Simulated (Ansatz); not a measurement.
# Co4Ge: which magnetic state is lowest?

These are results of Ansatz, DFT PBEsol, scalar-relativistic, plane waves, PAW, not measurements.

```
Co Ge
1.0
     1.31250    0.75777    9.86265
    -1.31250    0.75777    9.86265
     0.00000   -1.51554    9.86265
Co Ge
4 1
Cartesian
  0.0000 0.0000 11.8695
  0.0000 0.0000 23.6609
  0.0000 0.0000 5.9271
  0.0000 0.0000 17.7184
  0.0000 0.0000 0.0000
```

- plane-wave cutoff: 420 eV
- Γ-centred k-mesh: 18×18×18
- occupation rule: Gaussian smearing, 0.1 eV
- list of starting moments (μB, in atom order): 3 3 3 3 0
- check for lower electronic states after the SCF: off

All runs keep this geometry, which isn't relaxed for the lowest state (largest force there 0.034 eV/Å, pressure -8.3 GPa; forces reach 0.48 eV/Å in another state) and needn't be a stable compound; relaxing each order would shift the differences by some 49 meV/atom, going by the pressures and a bulk modulus of about 150 GPa. Signs run over the atoms with starting moments. The large starts are 4.5 4.5 4.5 4.5 0 μB. The small starts are 0.5 0.5 0.5 0.5 0 μB. Site moments are spin moments in atom-centred spheres that scale with the neighbour distance. The states are those that the runs reached from these starts; a lower one can exist.

Problem. Starts tried: no spin; ferromagnetic; large parallel starting moments; antiferromagnetic in the cell, signs +--+; antiferromagnetic in the cell, signs ++--; small parallel starting moments. Which state comes out lowest, and what are the moments?

Solution. The lowest state is ferromagnetic, reached from the start “ferromagnetic” and the start “large parallel starting moments” and the start “antiferromagnetic in the cell, signs +--+” and the start “small parallel starting moments”, with site moments (μB) Co +1.35 (×2), Co +1.79 (×2).

```
                                    start ends energy above lowest (meV/atom) site moments (μB) gap on mesh (eV) P (GPa)
                                  no spin non-magnetic                             150                          none over 0.05             metal    -16.3
                            ferromagnetic ferromagnetic                            0.00            Co +1.35 (×2), Co +1.79 (×2) metal     -8.3
          large parallel starting moments ferromagnetic                            0.00            Co +1.35 (×2), Co +1.79 (×2) metal     -8.3
antiferromagnetic in the cell, signs +--+      ferromagnetic                            0.00            Co -1.35 (×2), Co -1.79 (×2) metal     -8.3
antiferromagnetic in the cell, signs ++--  antiferromagnetic                            56.7  Co +1.40, Co +1.60, Co -1.60, Co -1.40             metal     -8.2
          small parallel starting moments ferromagnetic                            0.00            Co +1.35 (×2), Co +1.79 (×2) metal     -8.3
```

Cost: 6 runs of about 19 core-minutes in all, on AMD EPYC 9R45 (Zen 5) (shared hosts).